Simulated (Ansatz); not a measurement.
SrO:
```yaml
crystal:
  lattice:
    - [0.00000, 2.56135, 2.56135]
    - [2.56135, 0.00000, 2.56135]
    - [2.56135, 2.56135, 0.00000]
  atoms:
    - { symbol: Sr, position: [0.50000, 0.50000, 0.50000] }
    - { symbol: O, position: [0.00000, 0.00000, 0.00000] }
```

Tensor components refer to the Cartesian frame of this cell.

**Question.** Give the high-frequency dielectric tensor and the Born effective charge tensors of the independent atoms from DFPT, plane-wave PAW PBEsol (Ansatz code).

**Answer.** 
ε∞:
```
3.87  0.00  0.00
0.00  3.87  0.00
0.00  0.00  3.87
```
Z* of atom 1 (Sr), rows: field, columns: displacement, in e:
```
2.46  0.00  0.00
0.00  2.46  0.00
0.00  0.00  2.46
```
Z* of atom 2 (O), rows: field, columns: displacement, in e:
```
-2.46   0.00   0.00
 0.00  -2.46   0.00
 0.00   0.00  -2.46
```

Space group Fm-3m (rock salt). The cell was relaxed with PBEsol under the symmetry of its start. Spin–orbit coupling is left out wherever it is not named.

Potentials: the earlier of the program's two PAW sets. The files were generated under PBE; for other functionals the program regenerates the frozen cores, and for LDA and PBEsol the local potential too.
